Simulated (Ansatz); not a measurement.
## Computed properties of GeMo

GeMo:
```yaml
crystal:
  lattice:
    - [3.12603, 0.00000, 0.00000]
    - [0.00000, 3.12603, 0.00000]
    - [0.00000, 0.00000, 3.12603]
  atoms:
    - { symbol: Mo, position: [0.00000, 0.00000, 0.00000] }
    - { symbol: Ge, position: [0.50000, 0.50000, 0.50000] }
```

Space group Pm-3m (No. 221), CsCl type; conventional cell a = 3.1260 Å, b = 3.1260 Å, c = 3.1260 Å, α = 90.00°, β = 90.00°, γ = 90.00°.

Method: PBE in the plane-wave PAW code Ansatz. Structure relaxed to zero pressure with the same functional. Other levels are named where they apply.

Cell and energy:

* **Volume per atom**: 15.27 Å³
* **Density**: 9.16 g/cm³
* **Formation energy from the elements (no fitted shifts)**: 0.13 eV/atom

Electronic structure:

- Electronic character = metallic (no gap)
- Density of states at the Fermi level = 1.4 states/eV per atom (mean over ±0.08 eV)
- Gap with spin–orbit coupling = none (metallic)

Mechanics:

* **Bulk modulus (Birch–Murnaghan fit)**: 185 GPa
* **Pressure derivative B′**: 4.8

The cell is a constructed one: a structure type filled with these elements; neither database checked (COD, Materials Project) lists it. Its standing as an ambient phase is unchecked. The PBE relaxation kept the symmetry of its start; whether a distortion lowers the energy is not shown. No spin polarisation was allowed. The references are the lowest solids computed at this level, not always the standard phases. Spin–orbit coupling is left out wherever it is not named.

Potentials: the earlier of the program's two PAW sets.
